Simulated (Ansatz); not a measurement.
ZrO₂:
```cif
data_O4Zr2
_chemical_formula_sum 'Zr2 O4'
_space_group_name_H-M_alt 'P42/nmc :1'
_space_group_IT_number 137
_space_group_name_Hall 'P 4n 2n -1n'
_cell_length_a 3.58448
_cell_length_b 3.58448
_cell_length_c 5.17724
_cell_angle_alpha 90.000
_cell_angle_beta 90.000
_cell_angle_gamma 90.000
loop_
_space_group_symop_operation_xyz
  'x, y, z'
  '-y+1/2, x+1/2, z+1/2'
  '-x, -y, z'
  'y+1/2, -x+1/2, z+1/2'
  'x+1/2, -y+1/2, -z+1/2'
  '-y, -x, -z'
  '-x+1/2, y+1/2, -z+1/2'
  'y, x, -z'
  '-x+1/2, -y+1/2, -z+1/2'
  'y, -x, -z'
  'x+1/2, y+1/2, -z+1/2'
  '-y, x, -z'
  '-x, y, z'
  'y+1/2, x+1/2, z+1/2'
  'x, -y, z'
  '-y+1/2, -x+1/2, z+1/2'
loop_
_atom_site_label
_atom_site_type_symbol
_atom_site_symmetry_multiplicity
_atom_site_Wyckoff_symbol
_atom_site_fract_x
_atom_site_fract_y
_atom_site_fract_z
_atom_site_occupancy
Zr1 Zr 2 a 0.00000 0.00000 0.00000 1
O1 O 4 d 0.00000 0.50000 0.20147 1
```

Relaxed with PBEsol. The program Ansatz at the PBEsol level (PAW) gives a gap of 4.00 eV.

**Question.** What gap does HSE06 give on the same cell (Ansatz, PAW)?

**Answer.** 5.73 eV, 1.73 eV more. The hybrid was solved on a coarser mesh and at special points; its gap is the smallest among all of these.

```csv
k,v1 PBEsol,c1 PBEsol,v1 HSE06,c1 HSE06
Γ,-0.12,4.00,-0.09,5.73
Z,-0.03,4.58,[?],[?]
M,-0.34,5.15,-0.32,6.93
A,-0.04,5.19,[?],[?]
R,-0.91,4.54,[?],[?]
X,-0.12,4.42,[?],[?]
```

**Question.** Top valence (v1) and lowest conduction level (c1) in eV from each method's valence maximum (which need not be a listed point): supply the withheld HSE06 values.

**Answer.** 
- A, v1 HSE06: -0.02
- A, c1 HSE06: 7.00
- X, v1 HSE06: -0.13
- X, c1 HSE06: 6.15
- R, v1 HSE06: -0.98
- R, c1 HSE06: 6.29
- Z, v1 HSE06: 0.00
- Z, c1 HSE06: 6.36

Cost on shared cores: the PBEsol run (SCF on a 8×8×6 mesh, then bands and DOS) about 40 core-seconds (a rough figure), the HSE06 run (SCF on 5×5×3, then a few points) roughly 2.5 core-minutes; the tasks are unlike.

Space group P4_2/nmc. This is a known high-temperature phase of the composition, computed here at zero pressure and temperature. The cell was relaxed with PBEsol under the symmetry of its start; whether a distortion lowers the energy is not shown. No spin polarisation was allowed. Scalar-relativistic: spin–orbit coupling is off unless named, which matters more the heavier the elements.

Potentials: the later of the program's two PAW sets.
